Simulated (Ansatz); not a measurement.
Fe:
```
Fe
1.0
   -1.39288     1.39288     1.39288
    1.39288    -1.39288     1.39288
    1.39288     1.39288    -1.39288
Fe
1
Cartesian
  0.00000   0.00000   0.00000
```
Starting moments (μB, in the order of the atoms Fe): 2.1.

Relaxed with PBEsol.

Which orbitals make up the states near the Fermi level in PBEsol in the plane-wave PAW code Ansatz?

Within 0.5 eV of the Fermi level: Fe 3d 91 %. Projections are on Löwdin-orthogonalised atomic valence shells; empty p or d shells of many metals are not among them.

Tabulate the density of states.

States/eV per cell of 1 atom, in 0.25 eV bins, energy from the Fermi level.

```
E (eV)  total  Fe 3d  Fe 4s
------  -----  -----  -----
-7.85    0.07   0.00   0.06
-7.60    0.08   0.00   0.07
-7.35    0.09   0.00   0.08
-7.10    0.10   0.00   0.09
-6.85    0.11   0.01   0.10
-6.60    0.12   0.01   0.11
-6.35    0.14   0.01   0.12
-6.10    0.16   0.02   0.13
-5.85    0.18   0.03   0.14
-5.60    0.22   0.06   0.16
-5.35    0.36   0.16   0.19
-5.10    0.60   0.39   0.21
-4.85    0.73   0.52   0.20
-4.60    1.00   0.78   0.21
-4.35    0.91   0.72   0.17
-4.10    0.80   0.64   0.15
-3.85    0.68   0.54   0.13
-3.60    1.77   1.63   0.11
-3.35    1.51   1.38   0.11
-3.10    1.59   1.43   0.12
-2.85    1.82   1.65   0.12
-2.60    1.57   1.44   0.08
-2.35    0.80   0.73   0.04
-2.10    1.44   1.35   0.03
-1.85    1.59   1.49   0.03
-1.60    1.71   1.59   0.04
-1.35    2.32   2.18   0.06
-1.10    3.07   2.90   0.08
-0.85    3.03   2.91   0.06
-0.60    1.43   1.32   0.06
-0.35    1.00   0.89   0.05
-0.10    0.93   0.85   0.04
0.15     0.96   0.88   0.04
0.40     0.69   0.63   0.04
0.65     0.83   0.76   0.05
0.90     1.00   0.92   0.05
1.15     1.34   1.26   0.05
1.40     1.35   1.27   0.06
1.65     1.70   1.61   0.06
1.90     2.04   1.91   0.08
2.15     0.94   0.81   0.08
2.40     0.61   0.48   0.09
2.65     0.36   0.22   0.09
2.90     0.32   0.17   0.09
3.15     0.30   0.14   0.09
3.40     0.29   0.12   0.09
3.65     0.28   0.11   0.09
3.90     0.27   0.09   0.08
4.15     0.25   0.08   0.08
4.40     0.24   0.07   0.08
4.65     0.23   0.06   0.07
```

Space group Im-3m (bcc (W type)). Symmetry was held in the PBEsol relaxation. The final state is ferromagnetic, chosen from 3 collinear starts compared on coarse meshes (ties went to the first, and starts can fall back to one state), not a proven ground state. Textbook magnetic order: ferromagnetic.

Potentials: the later of the program's two PAW sets.
